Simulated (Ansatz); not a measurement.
A relaxation computed with Ansatz, from input to last step.

```yaml
crystal:
  lattice:
    - [4.9218321882, 0.0, 0.0]
    - [0.0, 4.9218321882, 0.0]
    - [0.0, 0.0, 3.3411039266]
  atoms:
    - { symbol: Mn, position: [0.0, 0.0, 0.0], spin: 4.67 }
    - { symbol: Mn, position: [0.5, 0.5, 0.5], spin: 4.67 }
    - { symbol: F, position: [0.3049740353, 0.3049740353, 0.0] }
    - { symbol: F, position: [0.1950259647, 0.8049740353, 0.5] }
    - { symbol: F, position: [0.6950259647, 0.6950259647, 0.0] }
    - { symbol: F, position: [0.8049740353, 0.1950259647, 0.5] }
basis:
  ecutwfc: 500
kpoints:
  mp_grid: { grid: [6, 6, 8] }
hamiltonian:
  xc: r2scan
scf:
  occupations: { method: gaussian, width: 0.02 }
output:
  forces: true
  stress: true
  eigenvalues: true
  populations: true
magnetization:
  spin_polarized: true
relax:
  adjacent_minimum: "off"
  f_tol: 0.01
  max_steps: 30
  cell: { stress_tol: 0.1, fix: [volume] }
```

```bash
ansatz run input.yaml --threads 1 --pin off --max-ram 2560MiB --backend cpu --events-out ev --progress --plain --runs-dir out
```

Theory: Ansatz 0.2.0, DFT r2SCAN, scalar-relativistic, plane waves, PAW.

The volume is held at 1.03 times that of the relaxed cell.

Of 4 frames 3 are shown, positions in Å and forces in eV/Å; the SCF threshold varies from step to step. Steps run on the plane waves of an earlier cell, with a Pulay correction in the pressure. The basis is chosen afresh for the last frame, the zero of the energies, and at times for earlier ones too; energy and pressure step there, also at an unchanged geometry.

```xyz
6
Lattice="4.9218 0.0000 0.0000 0.0000 4.9218 0.0000 0.0000 0.0000 3.3411" Properties=species:S:1:pos:R:3:forces:R:3 pbc="T T T" step=1 free_energy_over_end_meV_per_atom=0.16 pressure_GPa=-2.79
Mn    0.0000    0.0000    0.0000    0.0000    0.0000    0.0000
Mn    2.4609    2.4609    1.6706    0.0000    0.0000    0.0000
F     1.5010    1.5010    0.0000    0.0208    0.0208    0.0000
F     0.9599    3.9619    1.6706   -0.0208    0.0208    0.0000
F     3.4208    3.4208    0.0000   -0.0208   -0.0208    0.0000
F     3.9619    0.9599    1.6706    0.0208   -0.0208    0.0000
6
Lattice="4.9270 0.0000 0.0000 0.0000 4.9270 0.0000 0.0000 0.0000 3.3341" Properties=species:S:1:pos:R:3:forces:R:3 pbc="T T T" step=2 free_energy_over_end_meV_per_atom=0.08 pressure_GPa=-2.75
Mn    0.0000    0.0000    0.0000    0.0000    0.0000    0.0000
Mn    2.4635    2.4635    1.6671    0.0000    0.0000    0.0000
F     1.5021    1.5021    0.0000    0.0215    0.0215    0.0000
F     0.9614    3.9656    1.6671   -0.0215    0.0215    0.0000
F     3.4249    3.4249    0.0000   -0.0215   -0.0215    0.0000
F     3.9656    0.9614    1.6671    0.0215   -0.0215    0.0000
6
Lattice="4.9347 0.0000 0.0000 0.0000 4.9347 0.0000 0.0000 0.0000 3.3237" Properties=species:S:1:pos:R:3:forces:R:3 pbc="T T T" step=4 free_energy_over_end_meV_per_atom=0.00 pressure_GPa=-2.63
Mn    0.0000    0.0000    0.0000    0.0000    0.0000    0.0000
Mn    2.4674    2.4674    1.6618    0.0000    0.0000    0.0000
F     1.5086    1.5086    0.0000   -0.0080   -0.0080    0.0000
F     0.9588    3.9760    1.6618    0.0080   -0.0080    0.0000
F     3.4261    3.4261    0.0000    0.0080    0.0080    0.0000
F     3.9760    0.9588    1.6618   -0.0080    0.0080    0.0000
```

The run took 3.7 min on 1 thread of Arm Neoverse V1, with other jobs on the host, peak memory 0.71 GiB.

The state reached may not be the lowest one. The program reads another magnetic order as possibly lower. Moments started parallel, and an antiferromagnetic order may lie lower.